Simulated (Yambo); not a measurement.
## Convergence of the G0W0 gap of MgI2 monolayer

G0W0@PBEsol for a free-standing MgI$_{2}$ monolayer (symmetry P-3m1, slab cell 16.3 Å high) in Yambo. Reference settings: 6×6×1 Γ-centred k mesh, bands 9 to 232 and a 6 Ry block in the screening, 232 bands in G with the Bruneval-Gonze terminator, plasmon pole fitted at 27.2 eV, slab-truncated Coulomb interaction, stochastic integration of W near q = 0. The PBEsol gap Γ → M on this mesh is 3.26 eV; G0W0 gaps are taken between the same points.

```
change from the reference     G0W0 gap Γ → M (eV)  shift of the valence edge (eV)
----------------------------  -------------------  ------------------------------
reference settings                           5.58                           -1.23
86 bands in G                                5.56                           -1.06
106 bands in W                               5.58                           -1.08
pole fitted at 55 eV                         5.60                           -1.27
86 bands in G, no terminator                 5.38                           -0.58
```

The reference isn't shown to be the converged limit.

Spin-orbit coupling is included.

Geometry relaxed with PBEsol; primitive cell a = 4.1302 Å, b = 4.1302 Å, c = 16.3000 Å, α = 90.00°, β = 90.00°, γ = 120.00°.

This is a model layer cut from the bulk structure; whether it is stable on its own was not checked.

A shift is the quasiparticle energy of the state minus its PBEsol energy.
